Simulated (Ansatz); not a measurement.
The elements of this relaxed trial crystal are hidden behind letters.

```
lattice vectors (Å)
   5.0322    0.0000    0.0000
   0.0000    5.0322    0.0000
   0.0000    0.0000    5.0322
fractional positions
X 0.5000 0.5000 0.5000
Z 0.0000 0.0000 0.0000
Q 0.5000 0.5000 0.0000
Q 0.0000 0.5000 0.5000
Q 0.5000 0.0000 0.5000
```

The calculation used Ansatz, DFT PBE, scalar-relativistic, plane waves, PAW. Settings of the last relaxation (5-atom cell): 420 eV, 8×8×8 k points, Gaussian smearing of 0.10 eV, no spin polarisation.

```
Space group                              : Pm-3m (No. 221)
Conventional cell                        : a = 5.032 Å
Volume per atom                          : 25.49 Å³
Density                                  : 3.94 g/cm³
Energy over the elements                 : −0.79 eV/atom
Gap on the 8×8×8 mesh of the 5-atom cell : 0 eV (a metal)
```

Energies are uncorrected and count from the elements' standard states at the same level.

Question: X is a d-block element of period 5, Z is a p-block element of period 5 and Q is a p-block element of period 3. Which elements are they?

Answer: X = Zr, Z = In, Q = S, so the formula is ZrInS3, here in the cubic perovskite type. Density times volume gives a mean mass of 3.94 × 25.49/1.6605 = 60.5 u per atom, and this set has 60.4 u. Zr is surrounded by 6 S at 2.52 Å; In is surrounded by 12 S at 3.56 Å (long contacts); S has 2 Zr at 2.52 Å, 4 In at 3.56 Å and 8 S at 3.56 Å. Other sets within the hints have nearly the same mass, so mass alone doesn't settle it; this one was computed.

An odd number of electrons in the primitive cell allows no gap without spin; a larger cell or a magnetic state could open one. A structure relaxed within its symmetry needn't be a true minimum.
